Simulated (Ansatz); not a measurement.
Input:

KIO3:
```
KIO3
1.0
    3.08428     1.78071     2.60939
   -3.08428     1.78071     2.60939
    0.00000    -3.56142     2.60939
K I O
1 1 3
Direct
  0.00570   0.00570   0.00570
  0.50879   0.50879   0.50879
  0.54801   0.54801   0.09459
  0.09459   0.54801   0.54801
  0.54801   0.09459   0.54801
```

This is the PBEsol-relaxed structure.

Q: All from PBEsol in the plane-wave PAW code Ansatz, unless another level is named. Estimate the electronic dielectric constant ε∞ (DFPT).

A: 4.31 (xx = yy), 3.66 (zz).

Q: What about the Bader charges?

A: K +0.87, I +2.54, O -1.14 e.

Q: Next, the Born charges (a third of the trace)?

A: K +1.24, I +4.17, O -1.80 e.

Space group R3m. The workflow started from a Materials Project entry (that database holds measured and hypothetical structures alike); the Crystallography Open Database files this formula in space group No. 160, but the cells were not matched. Its standing as an ambient phase is unchecked. The cell was relaxed with PBEsol under the symmetry of its start; its stability against distortions is not shown here. Spin–orbit coupling is left out wherever it is not named.

Potentials: the later of the program's two PAW sets.
